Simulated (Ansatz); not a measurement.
Below is a relaxed structure of GeB2C3. The cell was found from a structure generator's guess, not taken from experiment.

All numbers below come from Ansatz 0.2.0, DFT PBE, scalar-relativistic, plane waves, PAW. Cutoff 420 eV, Γ-centred mesh, Gaussian smearing, no spin polarisation.

```
Ge B C
1.0
     3.77093    0.00000    0.00000
    -1.88546    3.26572    0.00000
     0.00000    0.00000    3.78083
Ge B C
1 2 3
Direct
  0.00000 0.00000 0.00000
  0.33333 0.66667 0.50000
  0.66667 0.33333 0.50000
  0.00000 0.00000 0.50000
  0.33333 0.66667 0.00000
  0.66667 0.33333 0.00000
```

Formation energies are uncorrected and refer to the elements' standard structures at the same level.

(1) Find its symmetry and describe it.

(2) What is its formation energy per atom?

(3) Is it a metal?

## Answers

(1) P6/mmm (No. 191). Conventional cell: a = 3.771 Å, c = 3.781 Å. Ge is surrounded by 2 C at 1.89 Å and 6 C at 2.18 Å; B is surrounded by 2 C at 1.89 Å, 3 C at 2.18 Å and 3 B at 2.18 Å; around C on a site of symmetry 6/mmm lie 2 Ge at 1.89 Å and 6 B at 2.18 Å; around C on a site of symmetry -6m2 lie 2 B at 1.89 Å, 3 Ge at 2.18 Å and 3 C at 2.18 Å.

(2) +2.05 eV/atom. A positive value: parting into the elements would lower its energy.

(3) Yes, bands cross the Fermi level on the 12×12×10 mesh.

The last run used a 12×12×10 mesh (in the run's order of axes) for its 6-atom cell and Gaussian smearing of 0.10 eV. The reference form of C is held partly by dispersion forces, which this level lacks. Symmetry constrained the relaxation, so the result can be a saddle point. Another cell of GeB2C3 relaxed alike, in P-3m1, lies 0.76 eV/atom lower, so this cell isn't the stable form at this level.
